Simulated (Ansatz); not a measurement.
Relaxed Zn (hcp, Mg type):

```
Zn
1.0
    5.29343     0.00000     0.00000
   -1.32336     2.29212     0.00000
    0.00000     0.00000     4.67807
Zn
4
Direct
  0.16667   0.66667   0.75000
  0.66667   0.66667   0.75000
  0.33333   0.33333   0.25000
  0.83333   0.33333   0.25000
```

A phonon eigenvector at M = (0.5, 0.0, 0.0) is frozen into this cell: atom i moves by Q times the vector below, so Q is the largest atomic displacement, in Å. The cell is held. (q is in reciprocal vectors of the primitive cell; the cell shown is doubled to hold the pattern.)

```csv
atom,x,y,z
Zn1,-0.866,-0.500,0.000
Zn2,0.866,0.500,0.000
Zn3,0.866,0.500,0.000
Zn4,-0.866,-0.500,0.000
```

Computed with r2SCAN (plane waves to 500 eV, PAW, scalar-relativistic; Ansatz, an electronic-structure program). k mesh 10×20×10 (Γ-centred), Fermi-Dirac smearing 0.05 eV. Energies are smeared free energies. Stress and pressure are positive under compression. With partly filled bands, energies and forces of such displacements shift with the k mesh and the smearing. The PAW data are Ansatz's earlier set. Zn was relaxed with its symmetry unable to fall. The zero of ΔE is the undisplaced structure.

```json
[
 {"Q (Å)": "-0.280", "ΔE (meV/cell)": "1916", "P (GPa)": "17.6", "−dE/dQ from forces (eV/Å)": "16.606"},
 {"Q (Å)": "-0.233", "ΔE (meV/cell)": "1245", "P (GPa)": "11.8", "−dE/dQ from forces (eV/Å)": "12.310"},
 {"Q (Å)": "-0.187", "ΔE (meV/cell)": "753", "P (GPa)": "7.4", "−dE/dQ from forces (eV/Å)": "8.887"},
 {"Q (Å)": "-0.140", "ΔE (meV/cell)": "405", "P (GPa)": "4.0", "−dE/dQ from forces (eV/Å)": "6.123"},
 {"Q (Å)": "-0.093", "ΔE (meV/cell)": "175", "P (GPa)": "1.8", "−dE/dQ from forces (eV/Å)": "3.831"},
 {"Q (Å)": "-0.047", "ΔE (meV/cell)": "43", "P (GPa)": "0.4", "−dE/dQ from forces (eV/Å)": "1.848"},
 {"Q (Å)": "0.000", "ΔE (meV/cell)": "0", "P (GPa)": "0.0", "−dE/dQ from forces (eV/Å)": "0.000"},
 {"Q (Å)": "0.047", "ΔE (meV/cell)": "43", "P (GPa)": "0.4", "−dE/dQ from forces (eV/Å)": "-1.848"},
 {"Q (Å)": "0.093", "ΔE (meV/cell)": "175", "P (GPa)": "1.8", "−dE/dQ from forces (eV/Å)": "-3.831"},
 {"Q (Å)": "0.140", "ΔE (meV/cell)": "405", "P (GPa)": "4.0", "−dE/dQ from forces (eV/Å)": "-6.123"},
 {"Q (Å)": "0.187", "ΔE (meV/cell)": "753", "P (GPa)": "7.4", "−dE/dQ from forces (eV/Å)": "-8.887"},
 {"Q (Å)": "0.233", "ΔE (meV/cell)": "1245", "P (GPa)": "11.8", "−dE/dQ from forces (eV/Å)": "-12.310"},
 {"Q (Å)": "0.280", "ΔE (meV/cell)": "1916", "P (GPa)": "17.6", "−dE/dQ from forces (eV/Å)": "-16.606"}
]
```

Derived quantities:

| Property | Value |
|---|---|
| Energy at Q = 0.280 Å | 1916 meV/cell |
| Space group of the distorted cell | Pmmn (No. 59), lowered from P6_3/mmc |
| Symmetry of the curve | even: the same for both signs |
| Shape of the curve | a single well with its minimum at or next to zero displacement |
| Harmonic wavenumber from the curvature (finite differences) | 202 cm⁻¹ |
| Wavenumber by perturbation theory (DFPT, on another k mesh) | 202 cm⁻¹ |

(A displaced cell: forces are minus the slopes of the energy, force constants its curvatures, and phonons follow from these.)
